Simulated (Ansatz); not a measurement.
Values for one crystal, relaxed and computed with r²SCAN (plane waves, PAW; program Ansatz); other levels are named.

| Quantity | Value |
|---|---|
| Volume per atom | 8.67 Å³ |
| Band gap | 0.40 eV (indirect) |
| Mechanical stability | marginal (the smallest eigenvalue of C is near zero) |
| Hole effective mass | 0.52, 1.1, 2.8 mₑ (principal values) |
| Electron effective mass | 0.40, 0.45, 3.0 mₑ (principal values) |
| Conduction-band minimum | off the standard path, at k = (0.227, -0.466, -0.419) in fractions of the reciprocal vectors |
| Elastic constants (relaxed ions, GPa) | C11 = 383, C22 = 20.4, C33 = 636, C12 = 4.2, C13 = 75.3, C23 = 3.0, C44 = 4.1, C55 = 282, C66 = -0.9, C15 = -118, C25 = -0.3, C35 = -70.9, C46 = -2.2 |

Task: Which compound is it?
A. N, P4_2/mnm (N on 4f)
B. C, C2/c (C on 8f, C on 8f)
C. N, P6_3/mmc (N on 4f)
D. Si, P6_3/mmc (Si on 4f)

Result: B, C, C2/c (C on 8f, C on 8f)

The start of the workflow was typed in or built on a structure type; neither database checked (COD, Materials Project) lists it. It is not the phase usual at ambient conditions (space group No. 194, 227). Symmetry was held in the r²SCAN relaxation; its stability against distortions is not shown here. The volume moved by 103 % from the start of the relaxation.

Potentials: the later of the program's two PAW sets.
